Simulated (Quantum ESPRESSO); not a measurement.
# Strain and stress in Zn2CaMgO4

The results below are calculated, not measured. They come from pw.x of Quantum ESPRESSO 7.5, a plane-wave density functional program, with PseudoDojo standard norm-conserving files (v0.5 for PBE, v0.4.1 for LDA and PBEsol). The cells are made up: elements, strain and atom displacements were drawn at random, and nothing was relaxed. There is no spin polarisation, spin-orbit coupling or dispersion term.

The cell has 8 sites of a rocksalt lattice. Sites 1 to 4 hold Zn Zn Ca Mg; sites 5 to 8 hold O O O O. Cell vectors in Å: (4.409, 0.010, 0.000); (0.010, 4.464, 0.066); (0.000, 0.066, 4.399). Settings: PBE, cutoff 1143 eV, 4 x 4 x 4 k mesh shifted by half a step, Fermi-Dirac smearing of 0.025 eV.

Each run adds a strain along z to one cell, with the atoms carried along; the vectors above are those of run 4. Stress is positive in tension and P is minus a third of its trace. E is the free energy for each atom above the lowest run shown.

```
run  strain (%)  s_xx (GPa)  s_yy (GPa)  s_zz (GPa)  s_xy (GPa)  P (GPa)  E (meV/atom)
  1       -2.23      -10.06       -6.75      -13.55        0.64    10.12         20.66
  2       -1.86       -9.61       -6.33      -12.26        0.63     9.40         17.45
  3       -1.25       -8.90       -5.65      -10.25        0.63     8.27         12.81
  4        0.42       -7.05       -3.89       -5.40        0.61     5.45          4.06
  5        1.30       -6.14       -3.03       -3.20        0.61     4.12          1.49
  7        2.44       -5.00       -1.95       -0.65        0.60     2.53          0.00
  6        2.03           ?           ?           ?           ?        ?             ?
```

A rerun of one of these cells at 1437 eV and k mesh 6 x 6 x 6 moved values by no more than 0.002 eV in the cell's energy, 0.04 GPa in stress and 0.009 eV/Å in force.

## Worked fit

A parabola through the six runs shown gives s_zz = -6.54 + 2.79 e - 0.155 e² GPa, with e in per cent and a scatter of 0.03 GPa. The slope is a stiffness of 279 ± 3 GPa for each unit of this strain at e = 0. The atoms are clamped, and relaxing them would in general lower it. The error is the larger of the fit's own and the change that a cubic makes, rounded up.

## Withheld run

Question: what s_zz should run 6 give?

The fit gives -1.52 GPa. The calculation gave -1.53 GPa.

| run | strain (%) | s_xx (GPa) | s_yy (GPa) | s_zz (GPa) | s_xy (GPa) | P (GPa) | E (meV/atom) |
| --- | --- | --- | --- | --- | --- | --- | --- |
| 6 | 2.03 | -5.40 | -2.33 | -1.53 | 0.60 | 3.09 | 0.30 |